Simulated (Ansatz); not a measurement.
# KMgF3 with crystal.symmetry changed

All numbers are calculated (PBE, no spin polarisation, no spin-orbit coupling; Ansatz, PAW set soft_2, 420 eV, k-mesh 2×2×2 shifted by half a step), not measured. These are the settings of the reference run.

Cell:

```
cell
1.0
    -4.0539    4.0539    4.0539
     4.0539   -4.0539    4.0539
     4.0539    4.0539   -4.0539
K Mg F
4 4 12
Direct
  0.5000 0.5000 0.5000
  0.0000 0.0000 0.5000
  0.0000 0.5000 0.0000
  0.5000 0.0000 0.0000
  0.5000 0.5000 0.0000
  0.0000 0.0000 0.0000
  0.0000 0.5000 0.5000
  0.5000 0.0000 0.5000
  0.2500 0.0000 0.2500
  0.7500 0.5000 0.2500
  0.7500 0.0000 0.7500
  0.2500 0.5000 0.7500
  0.7500 0.2500 0.5000
  0.2500 0.7500 0.5000
  0.2500 0.2500 0.0000
  0.7500 0.7500 0.0000
  0.0000 0.2500 0.2500
  0.5000 0.7500 0.2500
  0.5000 0.2500 0.7500
  0.0000 0.7500 0.7500
```

The reference run of this cell is solved again as a single point with these keys changed:

| key | reference run | changed run |
| --- | --- | --- |
| crystal.symmetry | not typed | {detect: false} |

Question: How does the changed run end?

Answer: 

| quantity | reference run | changed run |
| --- | --- | --- |
| energy, changed less reference (meV an atom) | 0 | 0.0 |
| pressure (GPa) | 0.0 | 0.0 |
| largest force (eV/Å) | 0.00 | 0.00 |
| gap on the mesh (eV) | 7.95 | 7.95 |

The results hardly move, so this setting matters little here, or the typed value is the one that the program takes anyway. It took 6 iterations.

Caveats: a single point, atoms not relaxed again; semilocal functionals make gaps too small and can close them.
